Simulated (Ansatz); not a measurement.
## SrTiO$_{3}$: quadrupole couplings from first principles

```xyz
5
Lattice="3.9050 0.0000 0.0000 0.0000 3.9050 0.0000 0.0000 0.0000 3.9050" Properties=species:S:1:pos:R:3 pbc="T T T"
Sr    0.0000    0.0000    0.0000
Ti    1.9525    1.9525    1.9525
O     0.0000    1.9525    1.9525
O     1.9525    0.0000    1.9525
O     1.9525    1.9525    0.0000
```

Atom numbers follow the list: Sr1, Ti2, O3, O4, O5.

The cell is COD entry 7212245, as deposited and not checked against the literature; nothing was relaxed.

Methods: DFT, PBEsol, all-electron PAW with datasets made for the crystal, scalar-relativistic (Ansatz 0.2.0); DFT, PBEsol, PAW with Ansatz's default frozen-core files, scalar-relativistic (Ansatz 0.2.0).

For the crystal-made all-electron datasets (AE datasets): a Γ-centred 7×7×7 k mesh, Fermi–Dirac smearing of 0.05 eV, cutoff 540 eV (chosen by the program for this cell), no spin polarisation. PAW takes a cutoff of 420 eV at this cell (files made with PBE, cores remade for this functional). The Ansatz runs share mesh, smearing and spin set-up.

No spin–orbit coupling: at heavy atoms the gradients can be off by tens of per cent for that reason.

Vzz is the principal value of largest size of the traceless field-gradient tensor, in 10²¹ V/m², and η = (Vxx − Vyy)/Vzz with |Vzz| ≥ |Vyy| ≥ |Vxx|.

```json
{"site": "Sr1", "site symmetry": "m-3m", "Vzz (η), AE datasets": "0 (under 0.004)", "Vzz (η), PAW": "0 (under 0.004)"}
{"site": "Ti2", "site symmetry": "m-3m", "Vzz (η), AE datasets": "0 (under 0.004)", "Vzz (η), PAW": "0 (under 0.004)"}
{"site": "O3", "site symmetry": "4/mm.m", "Vzz (η), AE datasets": "1.02 (η = 0.00)", "Vzz (η), PAW": "1.10 (η = 0.00)"}
```

The Cartesian tensor at O3 from AE datasets, in 10²¹ V/m²:

```
 1.02  0.00  0.00
 0.00 -0.51  0.00
 0.00  0.00 -0.51
```

Q: Taking Q(O-17) = -0.0256 b, what quadrupole coupling constant follows at O3 from AE datasets?

A: Cq = eQVzz/h = 24.180 MHz × -0.0256 × (1.02) = -0.631 MHz.
